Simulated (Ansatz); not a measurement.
MnPt3: pressure against volume

MnPt3, Pm-3m, a = 3.873 Å. The structure is a COD entry; whether it is the stable form wasn't checked. Ansatz: PBEsol, PAW, 420 eV, Γ-centred 12×12×12 mesh on 4 atoms, Gaussian smearing 0.10 eV; collinear spin, largest moment 3.7 μB. Symmetry fixes shape and atoms, so the cell is only scaled; pressure is positive in compression.

| V (Å³/atom) | P (GPa) |
| --- | --- |
| 13.653 | 18.28 |
| 14.089 | 8.32 |
| 14.525 | 0.02 |
| 14.960 | -6.89 |
| 15.396 | ? |

Task: Take V0 = 14.525 Å³/atom, count pressures from its P0 = 0.02 GPa, fit the third-order Birch–Murnaghan form to the other rows, and predict the missing pressure.

Result: With the Eulerian strain f = ½[(V0/V)^(2/3) − 1] and y = (P − P0)/[3f(1 + 2f)^(5/2)], the form is the line y = B0 + 1.5 B0 (B0′ − 4) f. Rows (f, y): 0.02107, 260.6; 0.01026, 256.3; -0.00974, 248.4. Means f = 0.007197, y = 255.10; Σ(Δf)² = 0.0004887, ΣΔfΔy = 0.1935; the slope is their ratio. y = 252.3 + 395.9 f GPa, so B0 = 252.3 GPa and B0′ = 4 + 2 × (395.9)/(3 × 252.3) = 5.05. At V = 15.396, f = -0.01904, y = 244.76 and P = -12.67 GPa. The run gave -12.59 GPa, so the fit is 0.08 GPa too low, a small miss on the scale of the series. The form still works here, 33 % of the fitted range beyond its end.

Only parallel moments were tried here. Spin–orbit coupling is left out, which can shift energies with elements as heavy as these.